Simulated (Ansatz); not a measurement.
# Two-dimensional strain map in PtSe₂

All numbers below come from Ansatz 0.2.0, DFT PBE, scalar-relativistic, plane waves, PAW. Cutoff 420 eV, Γ-centred 12×12×10 k-points, Gaussian smearing of 0.15 eV. Spin–orbit coupling is left out, which can shift energies with elements as heavy as these. No spin polarisation. Energies are free energies at this smearing, counted from the undisturbed cell; pressure is positive in compression.

Reference structure (as given, not relaxed at this level; it stands at 7.3 GPa):

```
Pt Se
1.0
     3.72400    0.00000    0.00000
    -1.86200    3.22508    0.00000
     0.00000    0.00000    5.06200
Pt Se
1 2
Cartesian
  0.0000 0.0000 0.0000
  0.0000 2.1501 1.2655
  1.8620 1.0750 3.7965
```

The cell is strained by p along both x and y and by q along z, fractional coordinates fixed. Points are written (p, q).

Energy above the undisturbed cell in meV/atom (a dash: not computed):

```
 p \ q  -0.030  -0.015  0.000  0.015  0.030
-0.030   164.1   133.2  106.3   83.4   64.2
-0.015    84.0    60.7   41.2   25.3   12.9
 0.000    29.6    13.0    0.0   -9.7  -16.3
 0.015    -2.1   -12.7  -20.2  -24.5  -26.0
 0.030   -13.8   -19.3  -21.8  -21.5  -18.6
```

Pressure in GPa:

```csv
p \ q,-0.030,-0.015,0.000,0.015,0.030
-0.030,23.7,21.2,18.8,16.5,14.4
-0.015,16.8,14.6,12.6,10.7,8.8
0.000,10.9,9.1,7.3,5.7,4.1
0.015,5.9,4.3,2.8,1.4,0.1
0.030,1.6,0.3,-1.0,-2.2,-3.2
```